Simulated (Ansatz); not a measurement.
The elements of this relaxed trial crystal are hidden behind letters.

```
lattice vectors (Å)
   2.8353    0.0000    0.0000
  -1.4176    2.4554    0.0000
   0.0000    0.0000   13.5161
fractional positions
X 0.3333 0.6667 0.6504
X 0.3333 0.6667 0.0000
X 0.3333 0.6667 0.3496
X 0.6667 0.3333 0.8245
X 0.6667 0.3333 0.1755
Z 0.6667 0.3333 0.5000
```

Theory: DFT PBE, scalar-relativistic, plane waves, PAW (Ansatz). Cutoff 420 eV, Γ-centred 18×18×4 mesh (6-atom cell), Gaussian smearing of 0.10 eV, no spin polarisation.

```
Space group                                : P-6m2 (No. 187)
Conventional cell                          : a = 2.835 Å, c = 13.516 Å
Volume per atom                            : 15.68 Å³
Density                                    : 3.50 g/cm³
Formation energy                           : 0.00 eV/atom
Gap on the 18×18×4 mesh of the 6-atom cell : 0 eV (a metal)
```

Energies are uncorrected and count from the elements' standard states at the same level.

Question: X is a p-block element of period 3 and Z is a d-block element of period 4. Which elements are they?

Answer: X = Al, Z = Cu, so the formula is Al5Cu. Density times volume gives a mean mass of 3.50 × 15.68/1.6605 = 33.1 u per atom, and this set has 33.1 u. Among the elements that the hints allow, noble gases aside, only these give it. Al on a site of symmetry 3m has 3 Cu at 2.61 Å and 9 Al at 2.84–2.87 Å; Al on a site of symmetry -6m2 is surrounded by 12 Al at 2.84–2.88 Å; Cu has 6 Al at 2.61 Å and 6 Cu at 2.84 Å; 1 more site not described.

A later test with randomly moved atoms led to a structure 23 meV/atom lower, so this end is a saddle point or a shallow minimum.
